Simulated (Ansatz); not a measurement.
## Stability checks on a candidate for Cs4Zn

The cell was found from a structure generator's guess, not taken from experiment.

The calculation used DFT PBE, scalar-relativistic, plane waves, PAW (Ansatz 0.2.0). The final run on the 5-atom cell used 420 eV, a Γ-centred 6×6×6 mesh, 0.10 eV smearing and no spin polarisation.

```
CELL_PARAMETERS angstrom
7.69902 0.00000 0.00000
0.00000 7.69902 0.00000
0.00000 0.00000 7.69902
ATOMIC_POSITIONS crystal
Cs 0.50000 0.00000 0.00000
Cs 0.00000 0.50000 0.00000
Cs 0.00000 0.00000 0.50000
Cs 0.50000 0.50000 0.50000
Zn 0.00000 0.00000 0.00000
```

Formation energies are uncorrected and refer to the elements' standard structures at the same level.

**Question.** These tests were run: energy against the elements; phonons at Γ. What do they show?

**Answer.**

| test | result |
| --- | --- |
| energy against the elements | +0.08 eV/atom |
| phonons at Γ | lowest optical mode 17 cm⁻¹ |

It fails one test: energy against the elements. It may still be a metastable minimum.

The run for the phonons used a 6×6×6 k mesh and Fermi–Dirac smearing of 0.15 eV.
